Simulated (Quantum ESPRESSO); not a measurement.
# Mg2ZnCaO4: convergence and cost over cutoff and k mesh

A calculation, not a measurement. The program is pw.x of Quantum ESPRESSO 7.5 (plane-wave density functional theory). The cell is made up: 8 atoms on a rocksalt lattice, with randomly drawn elements, strain and displacements, not relaxed. PseudoDojo standard norm-conserving files (v0.5 for PBE, v0.4.1 for LDA and PBEsol) set the functional; there is no spin polarisation, spin-orbit coupling or dispersion term, and the masses in the input are unused placeholders.

Input of the run in row 2:

```
&control calculation='scf', pseudo_dir='./dojo.nc.sr.pbe.v0_5.standard.upf', outdir='./o', disk_io='medium', tprnfor=.true., tstress=.true. /
&system ibrav=0, nat=8, ntyp=4, nbnd=43, ecutwfc=84.00895049, nosym=.true., tot_charge=0,
 occupations='smearing', smearing='fd', degauss=0.0018374661
/
&electrons conv_thr=7.350e-09, electron_maxstep=60, /
ATOMIC_SPECIES
Ca 1.0 Ca.upf
Mg 1.0 Mg.upf
O 1.0 O.upf
Zn 1.0 Zn.upf
CELL_PARAMETERS angstrom
4.343 0.0 0.0
0.0 4.343 0.0
0.0 0.0 4.343
ATOMIC_POSITIONS angstrom
Mg 0.0389 0.071 0.0087
Mg 0.0701 2.0967 2.1535
Zn 2.1773 0.0261 2.1865
Ca 2.1384 2.1624 -0.0356
O 2.2058 0.0093 0.06
O 2.1534 2.0978 2.1821
O 4.302 0.073 2.1273
O 4.3975 2.024 -0.0342
K_POINTS automatic
4 4 4 1 1 1
```

The same cell was run at these settings. Meshes are shifted by half a step, and differences are from the last row, which is itself not exact.

```
cutoff (eV)     k mesh  k points solved  threshold (eV)  free energy less the last row's (eV)  pressure (GPa)  largest stress difference (GPa)  largest force difference (eV/Å)  iterations  wall time (s)  k-point pools              processor
        800  2 x 2 x 2                4           1e-04                                 3.179          -39.42                            53.66                            0.147           9             17              1  AMD EPYC, Zen 5 class
       1143  4 x 4 x 4               32           1e-07                                 0.001           14.07                             0.05                            0.004          12            176              1  AMD EPYC, Zen 5 class
       1437  6 x 6 x 6              108           1e-07                                 0.000           14.12                             0.00                            0.000          11            825              1  AMD EPYC, Zen 5 class
```

Each pool is one process. Wall times include start-up and a band step at six k points, which weighs most on the coarsest meshes. The runs were on shared virtual cores whose load varied, so times are rough.